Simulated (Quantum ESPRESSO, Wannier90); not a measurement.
## Wannier functions of InSe (R3m)

```xyz
4
Lattice="-2.0233 3.5045 0.0000 -4.0467 0.0000 0.0000 -2.0233 1.1682 8.6085" Properties=species:S:1:pos:R:3 pbc="T T T"
In     0.0000     0.0000    -2.8499
In     0.0000     0.0000    -0.0473
Se     2.0233    -1.1682     1.2126
Se     2.0233    -1.1682    -4.1099
```

Materials Project entry mp-22691; symmetrised, unrelaxed at this level. COD (Crystallography Open Database) has the formula in 2 space groups, this one among them (matched by group alone). Computed values, not measurements, from PBEsol: Quantum ESPRESSO (norm-conserving PseudoDojo potentials, cutoff 69 Ry, no spin polarisation, no spin-orbit coupling) on a Γ-centred 6×6×6 mesh, then Wannier90. Density: 10×10×10 mesh, Gaussian smearing 0.01 Ry. The cell is built of weakly bound layers, chains or molecules, whose nearest atoms lie 4.03 Å apart. Database cells relaxed without dispersion often hold them too far apart, which can enlarge gaps and weakens couplings between them; spacing and stacking were not compared with the measured crystal. Spin-orbit coupling is left out although heavy elements are present.

The plane-wave run has 46 bands and 58 electrons a cell. On the energy scale of pw.x, whose zero is arbitrary, the valence-band maximum lies at 6.91 eV.

Isolated groups of bands, relative to the valence-band maximum (bands from 30 on overlap up to the last one computed):

```tsv
bands	from (eV)	to (eV)	filling	weight on atomic waves
1–10	-47.52	-47.44	filled	Se 3d 100 %
11–20	-14.83	-14.11	filled	In 4d 97 %
21–22	-13.37	-11.94	filled	Se 4s 68 %, In 5p 14 %, In 4d 13 %
23	-6.34	-5.83	filled	In 5s 52 %, Se 4p 30 %, In 5p 11 %
24–29	-5.62	0.00	filled	Se 4p 68 %, In 5p 21 %, In 5s 8 %
```

Input w.win, without the blocks of cell, atoms and k-points (216 lines):

```
num_bands = 26
num_wann = 16
exclude_bands = 1-20
num_iter = 1000
conv_tol = 1.0e-6
conv_window = 4
dis_num_iter = 1000
dis_conv_tol = 1.0e-6
dis_froz_max = 13.85
write_hr = true
write_u_matrices = true
begin projections
f=0.12270,0.10119,-0.32890: s;p
f=-0.01042,0.00955,-0.00220: s;p
f=-0.39106,-0.37656,0.13792: s;p
f=-0.18674,-0.16763,-0.47407: s;p
end projections
mp_grid = 6 6 6
```

wannier90.x stops with:
```
dis_windows: More states in the frozen window than target WFs
```
At some k-point more bands lie below dis_froz_max than there are Wannier functions, and every frozen state has to fit into the subspace. Mended as below, all else unchanged, the run goes through (Ω_I = 27.0 Å²) and follows the plane-wave bands to 3.8 meV rms (states up to 1.3 eV relative to the valence-band maximum).
```
dis_froz_max = 8.74
```
